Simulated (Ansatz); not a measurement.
Profile along the Ga–Pt line in Ga2Pt (fluorite type, space group Fm-3m)

Ga$_{2}$Pt (fluorite type, space group Fm-3m)

Space group Fm-3m (No. 225); a = 5.869 Å, b = 5.869 Å, c = 5.869 Å, α = 90.00°, β = 90.00°, γ = 90.00°

```csv
atom,site,symmetry,x,y,z
Ga,8c,-43m,0.2500,0.2500,0.2500
Pt,4a,m-3m,0.0000,0.0000,0.0000
```
(The calculation used a cell of 3 atoms; values per cell refer to that cell.)

Fields along a shortest Ga–Pt line of a {110} plane (2.54 Å), from Ga to Pt, interpolated on the slice's grid (step about 0.2 Å). Calculation: LDA (plane waves to 420 eV, PAW, scalar-relativistic; Ansatz, an electronic-structure program). k mesh 14×14×14. Inside the PAW spheres the values are not all-electron values, and peaks at nuclei hang on which shells count as valence. Ga2Pt is run without spin polarisation. Ga2Pt was relaxed with its symmetry unable to fall. Spin-orbit coupling is left out, though Pt is heavy. This is a high-temperature form of Ga2Pt.

| distance from Ga (Å) | valence electron density (e/Å³) | electron localisation function |
|---|---|---|
| 0.00 | 52.08 | x |
| 0.13 | 43.40 | x |
| 0.25 | 25.46 | x |
| 0.38 | 11.03 | x |
| 0.51 | 4.00 | 0.09 |
| 0.64 | 1.56 | 0.17 |
| 0.76 | 0.82 | 0.25 |
| 0.89 | 0.56 | 0.29 |
| 1.02 | 0.45 | 0.33 |
| 1.14 | 0.42 | 0.38 |
| 1.27 | 0.46 | 0.38 |
| 1.40 | 0.58 | 0.34 |
| 1.52 | 0.82 | 0.33 |
| 1.65 | 1.40 | 0.38 |
| 1.78 | 2.59 | 0.48 |
| 1.91 | 4.45 | 0.57 |
| 2.03 | 6.71 | 0.64 |
| 2.16 | 8.96 | x |
| 2.29 | 10.74 | x |
| 2.41 | 11.79 | x |
| 2.54 | 11.96 | x |

x: too close to a nucleus for the ELF to mean much.

Density on the Ga–Pt line (2.54 Å) at its density minimum, 1.1 Å from Ga: 0.42 e/Å³. ELF at that point: 0.4.
